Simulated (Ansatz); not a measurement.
Sb:
```
CELL_PARAMETERS angstrom
      3.08631     0.00000     0.00000
      0.00000     3.08631     0.00000
      0.00000     0.00000     3.08631
ATOMIC_POSITIONS crystal
  Sb 0.00000 0.00000 0.00000
```

Relaxed with r²SCAN. Special points in fractions of this cell's reciprocal vectors: Γ (0.000, 0.000, 0.000); X (0.000, 0.500, 0.000); M (0.500, 0.500, 0.000); R (0.500, 0.500, 0.500).

List the band energies nearest the Fermi level at these points for DFT-r²SCAN with spin–orbit coupling in the program Ansatz with PAW potentials.

In eV from the Fermi level; about four levels below and three above (degenerate sets whole), none deeper than 8.9 eV; points with the same levels are listed once.

```tsv
k	below	above
Γ	–	2.94 2.94 3.85 3.85 3.85 3.85
X	-5.89 -5.89	5.34 5.34 6.11 6.11
M	-3.99 -3.99 -3.57 -3.57	2.52 2.52 8.00 8.00
R	-1.51 -1.51 -1.51 -1.51	5.28 5.28 5.28 5.28
```

Space group Pm-3m (simple cubic). The first step of the workflow began from a Materials Project structure, measured or hypothetical; the Crystallography Open Database files this formula in space group No. 221, but the cells were not matched. It is not the phase usual at ambient conditions (space group No. 166). The r²SCAN relaxation kept the symmetry of its start; whether a distortion lowers the energy is not shown.

Potentials: the later of the program's two PAW sets.
